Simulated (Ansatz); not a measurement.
Input:

MgB$_{2}$ in space group P6/mmm (No. 191; Mg on 1a, B on 2d), a = b = 3.0716 Å, c = 3.5359 Å, α = β = 90.00°, γ = 120.00°.

This is the PBE-relaxed structure.

### Question
All from DFT-PBE in the program Ansatz with PAW potentials, unless another level is named. Predict the electronic character.

### Answer
metallic (no gap).

### Question
And the density of states at the Fermi level?

### Answer
0.23 states/eV per atom (mean over ±0.08 eV).

### Question
Predict the formation energy from the elements (no fitted shifts).

### Answer
-0.13 eV/atom.

The PBE relaxation kept the symmetry of its start. The references are the lowest solids computed at this level, not always the standard phases.

Potentials: the later of the program's two PAW sets.
